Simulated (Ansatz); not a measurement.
One crystal and one scan (energy against volume) at two levels, PBE (plane waves to 420 eV, PAW, scalar-relativistic; Ansatz, an electronic-structure program) and r2SCAN (plane waves to 500 eV, PAW, scalar-relativistic; Ansatz), each from its own relaxed cell and on its own mesh. The cell shown is that of PBE.

Ti3Al (D019 type, space group P6_3/mmc)

```
CELL_PARAMETERS angstrom
      5.75530     0.00000     0.00000
     -2.87765     4.98424     0.00000
      0.00000     0.00000     4.65460
ATOMIC_POSITIONS crystal
  Ti 0.83025 0.66050 0.25000
  Ti 0.16975 0.83025 0.75000
  Ti 0.33950 0.16975 0.25000
  Ti 0.16975 0.33950 0.75000
  Ti 0.83025 0.16975 0.25000
  Ti 0.66050 0.83025 0.75000
  Al 0.33333 0.66667 0.25000
  Al 0.66667 0.33333 0.75000
```

Equation-of-state scan: isotropic scaling of the cell above, V₀ being its volume. The atoms relax within the cell's symmetry.

Energies are smeared free energies. The PAW data are Ansatz's earlier set. Ti3Al is run without spin polarisation. Ti3Al was relaxed with its symmetry unable to fall. With the shape held, the modulus is that of even scaling; a crystal free to change shape is softer. Percentages come from the unrounded values. Both scans cover V/V₀ from 0.940 to 1.060.

Results of PBE:

Lattice constant a (Å): 5.755
Lattice constant c (Å): 4.655
Relaxed volume (Å³/atom): 16.69
Pressure at the smallest volume (GPa): 8.0
Bulk modulus at fixed cell shape B₀ (third-order Birch-Murnaghan fit) (GPa): 114.5
Pressure derivative B₀′ (fit): 3.8
Pressure for 5 % compression (fit) (GPa): 6.5

What does r2SCAN give for the same quantities?


```tsv
quantity	r2SCAN	PBE − r2SCAN
Lattice constant a (Å)	5.747	+0.008 (+0.1 %)
Lattice constant c (Å)	4.632	+0.023 (+0.5 %)
Relaxed volume (Å³/atom)	16.56	+0.13 (+0.8 %)
Pressure at the smallest volume (GPa)	8.4	-0.4 (-5 %)
Bulk modulus at fixed cell shape B₀ (third-order Birch-Murnaghan fit) (GPa)	121.1	-6.6 (-5.4 %)
Pressure derivative B₀′ (fit)	3.6	+0.2 (+4 %)
Pressure for 5 % compression (fit) (GPa)	6.8	-0.3 (-5 %)
```

PBE gives the higher value for: lattice constant c; relaxed volume. PBE gives the lower value for: pressure at the smallest volume; bulk modulus at fixed cell shape B₀; pressure for 5 % compression. They agree on: lattice constant a (within 0.2 %).

(Under strain, the slope of the energy per volume gives the stress and its curvature an elastic modulus.)
